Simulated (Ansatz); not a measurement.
## Every step of a relaxation of RbIr (CsCl type)

DFT, PBE, all-electron LAPW, Dirac equation with spin-orbit coupling (Ansatz 0.2.0); a Γ-centred 9×9×9 k mesh, Fermi–Dirac smearing of 0.05 eV, no spin polarisation. The run relaxes cell and atoms at a target pressure of 0 GPa.

Command: `ansatz run input.yaml --threads 1 --pin off --max-ram 2048MiB --backend cpu --events-out ev --progress --plain --runs-dir out` It took 7.7 min on 1 thread of Arm Neoverse V1, on a shared host, peak memory 0.58 GiB.

LAPW: all electrons, basis error target 0.5 meV/atom; forces are relaxed below 0.005 eV/Å.

Each step lists its free energy a cell above the last geometry, the pressure, the cell vectors (Å), and Cartesian positions (Å) with forces (eV/Å).

The first step:

```
step 1  dF = 10.39 meV  P = 1.17 GPa
  cell 3.8079 0.0000 0.0000  0.0000 3.8079 0.0000  0.0000 0.0000 3.8079
  Rb 0.0000 0.0000 0.0000   0.0000 0.0000 0.0000
  Ir 1.9040 1.9040 1.9040   0.0000 0.0000 0.0000
```

Question: Where does the relaxation end, and by which steps?

Answer: After 3 geometries, with conventional a, b, c = 3.873, 3.873, 3.873 Å, at 29.037 Å³/atom (+5.18 % against the start) in space group Pm-3m, with a shortest distance of 3.354 Å. The further steps:
```
step 2  dF = 2.31 meV  P = 0.53 GPa
  cell 3.8430 0.0000 0.0000  0.0000 3.8430 0.0000  0.0000 0.0000 3.8430
  Rb 0.0000 0.0000 0.0000   0.0000 0.0000 0.0000
  Ir 1.9215 1.9215 1.9215   0.0000 0.0000 0.0000
step 3  dF = 0.00 meV  P = 0.05 GPa
  cell 3.8725 0.0000 0.0000  0.0000 3.8725 0.0000  0.0000 0.0000 3.8725
  Rb 0.0000 0.0000 0.0000   0.0000 0.0000 0.0000
  Ir 1.9363 1.9363 1.9363   0.0000 0.0000 0.0000
step 4  dF = 0.00 meV  P = 0.05 GPa  (same geometry on a basis chosen anew; earlier energies don't compare to the last digit)
  cell 3.8725 0.0000 0.0000  0.0000 3.8725 0.0000  0.0000 0.0000 3.8725
  Rb 0.0000 0.0000 0.0000   0.0000 0.0000 0.0000
  Ir 1.9363 1.9363 1.9363   0.0000 0.0000 0.0000
```
